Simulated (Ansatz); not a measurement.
# A run on Rb2Ba8LiSb6O2

```yaml
crystal:
  lattice:
    - [9.1996526409, 0.0, 0.0]
    - [-0.1593297821, 9.3335634706, 0.0]
    - [-4.4248530349, -4.2665609751, 8.2625120837]
  atoms:
    - { symbol: Rb, position: [0.008227, 0.002095, 0.005315] }
    - { symbol: Rb, position: [0.440667, 0.427082, 0.914791] }
    - { symbol: Ba, position: [0.512709, 0.69112, 0.696208] }
    - { symbol: Ba, position: [0.190499, 0.976991, 0.685918] }
    - { symbol: Ba, position: [0.848054, 0.06277, 0.340856] }
    - { symbol: Ba, position: [0.992338, 0.530246, 0.717564] }
    - { symbol: Ba, position: [0.491596, 0.309289, 0.297291] }
    - { symbol: Ba, position: [0.697512, 0.20071, 0.697403] }
    - { symbol: Ba, position: [0.005966, 0.495372, 0.30834] }
    - { symbol: Ba, position: [0.303288, 0.794297, 0.295092] }
    - { symbol: Li, position: [0.670749, 0.714297, 0.186958] }
    - { symbol: Sb, position: [0.854731, 0.63729, 0.015178] }
    - { symbol: Sb, position: [0.612968, 0.103903, 0.995002] }
    - { symbol: Sb, position: [0.120013, 0.371523, 0.999165] }
    - { symbol: Sb, position: [0.415321, 0.876665, 0.021879] }
    - { symbol: Sb, position: [0.258484, 0.245609, 0.488821] }
    - { symbol: Sb, position: [0.751768, 0.758329, 0.496261] }
    - { symbol: O, position: [0.758111, 0.282747, 0.513598] }
    - { symbol: O, position: [0.252715, 0.741094, 0.49936] }
kpoints:
  mp_grid: { grid: [4, 4, 4] }
scf:
  occupations: { method: fermi_dirac, width: 0.05 }
  mixing: { algorithm: broyden, beta: 1.5, ndim: 1, preconditioner: none }
  max_iter: 50
hamiltonian:
  xc: pbe
  pseudopotentials: { kind: paw }
output:
  forces: true
  stress: true
  populations: true
  efg:
    quadrupole_moments_barn: { Rb: 0.1335, Ba: 0.236, Li: -0.0401, Sb: -0.543, O: -0.02558 }
    contact_densities: true
```

```sh
ansatz run input.yaml --threads 2 --pin off --max-ram 5120MiB --backend cpu --events-out ev --progress --plain --runs-dir out
```

Task: What happens when this input is run?

Result: The program refused the input. The input holds mixing far too strong. The program says:

```
Error: invalid value for `scf.mixing.beta`: must be finite and in (0, 1]; got 1.5
```

Against a sound input the change was `scf.mixing`: not typed → {algorithm: broyden, beta: 1.5, ndim: 1, preconditioner: none}; `scf.max_iter`: not typed → 50.

With the sound settings the run converges and gives V_zz (10²¹ V/m²) Rb1 3.38 (η 0.92), Rb2 4.77 (η 0.76), Ba3 -12.89 (η 0.20), Ba4 -10.23 (η 0.80), Ba5 -10.08 (η 0.86), Ba6 8.86 (η 0.81), among others; a site carries the number of its first atom in the input. The run finds no gap above 0.1 eV (a metal, or nearly one), so the gradients can move by 10 % or more with the k-mesh. Without spin–orbit coupling (the program notes it for Ba, Rb and Sb) the gradients can shift somewhat, as the gap is small. With these PAW files V_zz is typically within 2 to 3 % of all-electron values, but misses above 10 % occur on Li, Sb.
